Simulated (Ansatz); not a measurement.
CsPbCl₃:
Space group Pm-3m (No. 221); a = b = c = 5.7334 Å, α = β = γ = 90.00°

```json
[
 {"atom": "Cs", "site": "1b", "symmetry": "m-3m", "x": "0.5000", "y": "0.5000", "z": "0.5000"},
 {"atom": "Pb", "site": "1a", "symmetry": "m-3m", "x": "0.0000", "y": "0.0000", "z": "0.0000"},
 {"atom": "Cl", "site": "3d", "symmetry": "4/mm.m", "x": "0.0000", "y": "0.0000", "z": "0.5000"}
]
```

Relaxed with PBE.

Problem. Give the optical modes at the zone centre with their infrared and Raman activity from DFPT, DFT-PBE in the program Ansatz with PAW potentials.

Solution. Transverse frequencies, without the LO–TO term; a row sums one degenerate level.

```
ω (cm⁻¹)  degeneracy  IR ((D/Å)²/amu)  Raman (Å⁴/amu)  activity  symmetry
--------  ----------  ---------------  --------------  --------  --------
9i                 3             2.43               0        IR       T1u
33                 3             0.00               0    silent       T2u
58                 3             3.44               0        IR       T1u
113                3            28.76               0        IR       T1u
```

Problem. How high does the top mode go among those that the LO–TO term moves?

Solution. 216 cm⁻¹ for q along x.

This is a known high-temperature phase of the composition, computed here at zero pressure and temperature. The PBE relaxation kept the symmetry of its start; phonons on a q-mesh show weakly imaginary modes. Scalar-relativistic: spin–orbit coupling is off unless named, which matters more the heavier the elements.

Potentials: the later of the program's two PAW sets.
